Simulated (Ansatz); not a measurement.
A trial cell of Al3B2N, before relaxation:

```cif
data_structure
_symmetry_space_group_name_H-M 'R-3m:H'
_symmetry_Int_Tables_number 166
_cell_length_a 4.8061
_cell_length_b 4.8061
_cell_length_c 11.3514
_cell_angle_alpha 90.000
_cell_angle_beta 90.000
_cell_angle_gamma 120.000
_cell_volume 227.07
loop_
_atom_site_label
_atom_site_type_symbol
_atom_site_symmetry_multiplicity
_atom_site_Wyckoff_symbol
_atom_site_fract_x
_atom_site_fract_y
_atom_site_fract_z
_atom_site_occupancy
Al1 Al 9 d 0.83333 0.16667 0.16667 1
B1 B 6 c 0.33333 0.66667 0.29239 1
N1 N 3 a 0.00000 0.00000 0.00000 1
```

Theory: DFT PBE, scalar-relativistic, plane waves, PAW in Ansatz 0.2.0. Cutoff 420 eV, Gaussian smearing, Γ-centred meshes. Cell and atoms relax first on a coarse mesh and then on a finer one. In between, the cell is made exact in the group found at 0.06 Å. In metals the finer mesh still leaves noise of several meV/atom or more. The steps can't lower the symmetry of their start. No spin polarisation in the relaxation; trial moments died out in a coarse test.

A guess keeps its type if space group and coordination stay and the shape of the cell changes little (axis ratios within about 15 %, angles within 6°); the volume may change.

**Question.** Will the relaxed cell still be of the starting type?

**Answer.** It doesn't keep its type. The symmetry stays R-3m (No. 166). The volume per atom shrinks by 15.1 %, from 12.6 to 10.7 Å³. The shortest distance goes from 2.35 Å (Al–N) to 1.63 Å (B–B). The ratio c/a of the conventional cell changes by a factor of 0.58. Counting neighbours within 15 % of an atom's shortest distance, the start has Al 6, B 16, N 6 and the end Al 4, B 1, N 6. In detail, at the end Al has 2 N at 2.01 Å and 2 B at 2.30 Å; B is surrounded by 1 B at 1.63 Å and 3 Al at 2.30 Å; N is surrounded by 6 Al at 2.01 Å.

```cif
data_structure
_symmetry_space_group_name_H-M 'P 1'
_symmetry_Int_Tables_number 1
_cell_length_a 4.0175
_cell_length_b 4.0175
_cell_length_c 4.0175
_cell_angle_alpha 85.546
_cell_angle_beta 85.546
_cell_angle_gamma 85.546
_cell_volume 64.28
loop_
_atom_site_label
_atom_site_type_symbol
_atom_site_fract_x
_atom_site_fract_y
_atom_site_fract_z
_atom_site_occupancy
Al1 Al 0.00000 0.50000 0.00000 1
Al2 Al 0.50000 0.00000 0.00000 1
Al3 Al 0.00000 0.00000 0.50000 1
B1 B 0.60928 0.60928 0.60928 1
B2 B 0.39072 0.39072 0.39072 1
N1 N 0.00000 0.00000 0.00000 1
```

Energies over the elements count from the elements' standard structures at the same level (N₂ as a molecule), with no fitted energy shifts.

**Question.** At what energy does it end?

**Answer.** +0.18 eV/atom. The separate elements lie lower, so it is unstable against them.

The last run used a 12×12×12 mesh for its 6-atom cell and Gaussian smearing of 0.10 eV. A structure relaxed within its symmetry needn't be a true minimum.
